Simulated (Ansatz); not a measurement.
A geometry of Nb away from equilibrium: step 2 of the relaxation of a relaxed Nb cell displaced along its unstable phonon at q = (½, ½, 0) of its primitive reciprocal cell (176i cm⁻¹), largest move 0.15 Å. Level of theory: PBEsol (plane waves to 420 eV, PAW, scalar-relativistic; Ansatz, a first-principles code). Γ-centred k-mesh 12×12×12 on the run's cell (coarser than for final values), Fermi–Dirac smearing 0.05 eV. The plane waves were selected for a different cell earlier on the path.

```xyz
2
Lattice="5.3118 0.0000 0.0000 2.6559 2.6559 0.0000 0.0000 0.0000 2.6867" Properties=species:S:1:pos:R:3 pbc="T T T"
Nb     0.0000     0.0000     0.3452
Nb     2.6559     0.0000    -0.3452
```

Q: What forces act on the atoms (eV/Å)?

A: 
```tsv
atom	Fx	Fy	Fz
Nb1	0.00	0.00	1.46
Nb2	0.00	0.00	-1.46
```

The path ends in Im-3m (No. 229) (bcc (W type)). No spin polarisation in the result.

The run could not lose the symmetry of its start.

Of the parent cell (Pm-3m (No. 221)): it is a generated cell of Nb: the first start was made by placing the elements on the sites of a structure type, and the end was not matched to a known phase here, so it may be hypothetical. Known forms of Nb include space group No. 229.
